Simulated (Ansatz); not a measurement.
One crystal and one scan (energy against volume) at two levels, r2SCAN (plane waves to 500 eV, PAW, scalar-relativistic; Ansatz, a quantum-chemistry and plane-wave program) and PBE (plane waves to 420 eV, PAW, scalar-relativistic; Ansatz), each from its own relaxed cell and on its own mesh. The cell shown is that of r2SCAN.

HgTe (zinc blende)

```
HgTe
1.0
    0.00000     3.28672     3.28672
    3.28672     0.00000     3.28672
    3.28672     3.28672     0.00000
Te Hg
1 1
Direct
  0.75000   0.75000   0.75000
  0.00000   0.00000   0.00000
```

Equation-of-state scan: isotropic scaling of the cell above, V₀ being its volume. Symmetry pins the atoms to their sites.

E stands for the smeared free energy. HgTe was relaxed with its symmetry unable to fall. Spin-orbit coupling is left out, though Hg and Te are heavy. The PAW data are Ansatz's earlier set. Percentages come from the unrounded values. Both scans cover V/V₀ from 0.900 to 1.100.

Results of r2SCAN:

- Lattice constant a (Å): 6.573
- Pressure at the smallest volume (GPa): 5.5
- Energy cost of the largest compression (meV/atom): 55
- Energy cost of the largest expansion (meV/atom): 37
- Bulk modulus B₀ (third-order Birch-Murnaghan fit) (GPa): 40.0
- Pressure for 5 % compression (fit) (GPa): 2.3

Problem. What does PBE give for the same quantities?

Solution. 
```tsv
quantity	PBE	r2SCAN − PBE
Lattice constant a (Å)	6.651	-0.078 (-1.2 %)
Pressure at the smallest volume (GPa)	4.7	+0.8 (+16 %)
Energy cost of the largest compression (meV/atom)	49	+6 (+13 %)
Energy cost of the largest expansion (meV/atom)	32	+5 (+13 %)
Bulk modulus B₀ (third-order Birch-Murnaghan fit) (GPa)	34.2	+5.8 (+17 %)
Pressure for 5 % compression (fit) (GPa)	2.0	+0.3
```

r2SCAN gives the higher value for: pressure at the smallest volume; energy cost of the largest compression; energy cost of the largest expansion; bulk modulus B₀; pressure for 5 % compression. r2SCAN gives the lower value for: lattice constant a. (r2SCAN) At this level the bands of HgTe touch or barely overlap. (PBE) At this level the bands of HgTe touch or barely overlap. For the lattice constant a the reference is 6.46 Å (measured, room temperature or unstated; as given in R. J. Cava, Huiwen Ji, M. K. Fuccillo et al., Journal of Materials Chemistry C (2013), arXiv:1302.1059): both lie above it, neither clearly nearer. For the bulk modulus B₀ the reference is 42.3 GPa (measured, room temperature or unstated; as given in Cormac Toher, Corey Oses, Jose J. Plata et al., Physical Review Materials (2017), arXiv:1611.05714): it holds thermal shifts, so no verdict is drawn.  Neither level is exact: the differences show how much the result hangs on the functional.

(A scan under strain: stresses follow from slopes of the energy per volume, elastic moduli from its curvatures.)
